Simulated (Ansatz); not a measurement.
Here is the system:

Starting cell, ScAl3 (Cu3Au type):

```
ScAl3
1.0
    4.08581     0.00000     0.00000
    0.00000     4.08581     0.00000
    0.00000     0.00000     4.08581
Al Sc
3 1
Cartesian
  0.00000   2.04290   2.04290
  2.04290   2.04290   0.00000
  2.04290   0.00000   2.04290
  0.00000   0.00000   0.00000
```

Scan: atom 3 (Al, nearest neighbour Al at 2.889 Å; its periodic images, 4.1 Å or more away, move with it) is displaced along Cartesian [110], direction (0.707, 0.707, 0.000) in Cartesian axes, by s. The other atoms stay.

These are r2SCAN (plane waves to 500 eV, PAW, scalar-relativistic; Ansatz, a quantum-chemistry and plane-wave program) values and carry that method's errors. k mesh 9×9×9 (Γ-centred), Fermi-Dirac smearing 0.05 eV. The energy includes the smearing's −TS. With partly filled bands, energies and forces of such displacements shift with the k mesh and the smearing. ScAl3 is run without spin polarisation. ScAl3 was relaxed with its symmetry unable to fall. The zero of ΔE is the undisplaced structure.

The scan covers s from -0.870 to 0.870 Å in 11 points.

Task: Is this a single well or a double well?

Result: A single well with its minimum at or next to zero displacement.

Task: Is the energy the same for equal positive and negative displacements?

Result: Even: the same for both signs. With its periodic images moving along, the atom's site symmetry in this cell is 4/mmm.

Task: What is the energy change at s = 0.870 Å?

Result: 3136 meV/cell.

Task: What force acts on the atom along the line at s = -0.870 Å?

Result: 9.76 eV/Å.

Task: What is the force constant k = d²E/ds² of this move at s = 0?

Result: 5.88 eV/Å².

(A displaced cell: forces are minus the slopes of the energy, force constants its curvatures, and phonons follow from these.)
